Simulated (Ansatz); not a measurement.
Values for one crystal, relaxed and computed with PBEsol in the plane-wave PAW code Ansatz; other levels are named.

```yaml
volume_per_atom: 11.52 Å³
electronic_character: metallic (no gap)
Pressure derivative B′: 3.4
zone_centre_stability: no imaginary mode at Γ
Bulk modulus (Birch–Murnaghan fit): 221 GPa
Density of states at the Fermi level: 0.84 states/eV per atom (mean over ±0.08 eV)
highest_zone_centre_frequency: 724 cm^-1
```

Q: Which compound is it?
(A) VN, rock salt
(B) IrPtN2, R-3m (Ir on 3b, Pt on 3a, N on 6c)
(C) IrO2, rutile
(D) SiGe, R-3m (Ge on 3a, Si on 3b)

A: B, IrPtN2, R-3m (Ir on 3b, Pt on 3a, N on 6c)

The start of the workflow was typed in or built on a structure type; neither database checked (COD, Materials Project) lists it. Its standing as an ambient phase is unchecked. The PBEsol relaxation kept the symmetry of its start. The workflow began spin-polarised and lost its moments. Its formation energy is positive at this level, so the cell may be metastable or incomplete. As this level gives no gap, phonon frequencies hold no LO–TO term and depend on the k-mesh and smearing (Fermi–Dirac, 0.1 eV here). Scalar-relativistic: spin–orbit coupling is off unless named, which matters more the heavier the elements.

Potentials: the later of the program's two PAW sets.
